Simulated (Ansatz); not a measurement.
The start is a generated cell, CoSi2 placed in the AFLOW prototype AB2_oI6_71_a_g (as in MoPt2). Cell shape, volume and atoms are optimised at zero target pressure with r2SCAN (plane waves to 500 eV, PAW, scalar-relativistic; Ansatz, a first-principles code). The first steps use a coarse 11×11×11 k-mesh.

Input geometry:
```
CoSi2
1.0
   -1.27571     1.81676     3.82714
    1.27571    -1.81676     3.82714
    1.27571     1.81676    -3.82714
Co Si
1 2
Direct
  0.00000   0.00000   0.00000
  0.64667   0.64667   0.00000
  0.35333   0.35333   0.00000
```
Spin-polarised start, with parallel moments on Co.

```json
{
  "outcome": "The space group stays Immm (No. 71) (the run could not lower it); the end is AFLOW prototype AB2_oI6_71_a_g (as in MoPt2), with 3 atoms in the primitive magnetic cell",
  "energy_released": "0.10 eV/atom",
  "volume_change": "-1.8 %, from 11.83 to 11.61 Å³/atom",
  "Shortest distances (start → end)": "The closest pairs of elements (up to four, under 3.6 Å), start → end: Si–Si 2.25 → 2.39 Å; Co–Si 2.49 → 2.48 Å; Co–Co 2.55 → 2.72 Å",
  "band_gap_at_the_end": "no gap (metallic)",
  "moments_at_the_end": "net 0.40 μB/atom, ferromagnetic",
  "optimiser_moves": "13"
}
```

Relaxed structure:

Space group Immm (No. 71); a = 2.720 Å, b = 3.485 Å, c = 7.352 Å, α = 90.00°, β = 90.00°, γ = 90.00°

| atom | site | symmetry | x | y | z |
|---|---|---|---|---|---|
| Co | 2a | mmm | 0.0000 | 0.0000 | 0.0000 |
| Si | 4i | mm2 | 0.0000 | 0.0000 | 0.3377 |
(The calculation used a cell of 3 atoms; values per cell refer to that cell.)

Final values are on a 16×16×16 k-mesh of the relaxed cell. Spin state reached: ferromagnetic (net 0.40 μB/atom), from parallel starting moments; other spin orders were not run from this start. r2SCAN tends to overstate moments in metals.

The run could not lose the symmetry of its start, so the end can be a saddle point.

The relaxed structure here is a generated cell of CoSi2: the first start was made by placing the elements on the sites of a structure type, and the end was not matched to a known phase here, so it may be hypothetical. Known forms of CoSi2 include space group No. 225.
